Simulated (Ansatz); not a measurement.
Space group Cmce (No. 64). a = 7.903 Å, b = 4.290 Å, c = 8.342 Å, α = 90.00°, β = 90.00°, γ = 90.00°
```json
{"atom": "Cl", "site": "8f", "symmetry": "m..", "x": "0.5000", "y": "0.1134", "z": "0.6065"}
```

Equation of state of this Cl structure (not necessarily the ground state), with shape and atoms relaxed at each volume where symmetry leaves them free. Method: Ansatz 0.2.0, DFT PBE, scalar-relativistic, plane waves, PAW.

Plane waves to 420 eV, a k mesh through Γ of 8×8×4 on the computed 4-atom cell and Gaussian smearing (0.02 eV); no spin polarisation.

```json
{"V (Å³/atom)": "33.233", "E − E(largest V) (meV/atom)": "0.63", "P (GPa)": "0.12", "gap on mesh (eV)": "2.25"}
{"V (Å³/atom)": "34.294", "E − E(largest V) (meV/atom)": "0.02", "P (GPa)": "0.08", "gap on mesh (eV)": "2.28"}
{"V (Å³/atom)": "35.355", "E − E(largest V) (meV/atom)": "-0.24", "P (GPa)": "0.01", "gap on mesh (eV)": "2.29"}
{"V (Å³/atom)": "36.415", "E − E(largest V) (meV/atom)": "-0.22", "P (GPa)": "-0.01", "gap on mesh (eV)": "2.31"}
{"V (Å³/atom)": "37.476", "E − E(largest V) (meV/atom)": "0.00", "P (GPa)": "-0.04", "gap on mesh (eV)": "2.32"}
```

Fit a third-order Birch–Murnaghan equation to E(V).

V0 = 35.79 Å³/atom, B0 = 1 GPa, B0' = 9.0. B0' is unusual or poorly fixed by this range.

The cell holds molecules, and where no dispersion correction was added their binding is poorly described.